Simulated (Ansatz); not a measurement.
## PbF2 (Fluorocronite) from its elements: all-electron against pseudopotential results

```xyz
3
Lattice="0.0000 3.0000 3.0000 3.0000 0.0000 3.0000 3.0000 3.0000 0.0000" Properties=species:S:1:pos:R:3 pbc="T T T"
Pb    0.0000    0.0000    0.0000
F     1.5000    1.5000    1.5000
F     4.5000    4.5000    4.5000
```

The cell comes from a relaxation on PAW files under the same functional, begun from a database entry that needn't be the ground state.

All numbers are PBE results (scalar-relativistic) from Ansatz 0.2.0, with a Γ-centred 8×8×8 k mesh, Fermi–Dirac smearing of 0.02 eV, no spin polarisation. Methods: LAPW: all electrons, basis error target 0.5 meV/atom; PAW: frozen-core files, cutoff 420 eV; crystal datasets: all electrons, by PAW datasets that the program makes for each cell.

The elements are taken as F F2 gas, Pb fcc, each relaxed on PAW files under the same functional and computed by the same method as the compound; zero-point and thermal terms are left out.

Spin–orbit coupling is left out, which matters for the heavy atoms.

What is the formation energy by LAPW, and how far do the other methods lie from it?

-2.367 eV/atom; PAW -4.3 meV/atom; crystal datasets 0.0 meV/atom. The compound is bound against these elements; other compounds of the system weren't compared.

Give the LAPW value for one formula unit in kJ/mol.

-2.367 eV/atom × 3 atoms × 96.485 kJ/(mol·eV) = -685.1 kJ/mol, at zero temperature and without zero-point motion.
